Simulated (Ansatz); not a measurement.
A geometry of Ta away from equilibrium: step 2 of the relaxation of a relaxed Ta cell, doubled along one cell vector, shaken by Gaussian noise of σ = 0.08 Å a coordinate. Method: r2SCAN (plane waves to 500 eV, PAW, scalar-relativistic; Ansatz, an electronic-structure program). Γ-centred k-mesh 14×14×7 on the run's cell (coarser than for final values), Fermi–Dirac smearing 0.05 eV.

```yaml
crystal:
  lattice:
    - [-1.64799, 1.66466, 1.64067]
    - [1.67503, -1.64959, 1.65264]
    - [3.24884, 3.25205, -3.25120]
  atoms:
    - { symbol: Ta, position: [0.01141, 0.00333, 0.99870] }
    - { symbol: Ta, position: [0.98761, 0.97371, 0.50957] }
```

Problem. What forces act on the atoms (eV/Å)?

Solution. 
```
atom     Fx     Fy     Fz
----  -----  -----  -----
Ta1    0.30   0.36  -1.02
Ta2   -0.30  -0.36   1.02
```

Problem. What is the pressure?

Solution. +2.4 GPa, compression positive.

Problem. How far above the relaxed end point is this geometry?

Solution. 0.04 eV/atom; the path ends in Im-3m (No. 229) (bcc (W type)).

No spin polarisation in the result.

The run could not lose the symmetry of its start.
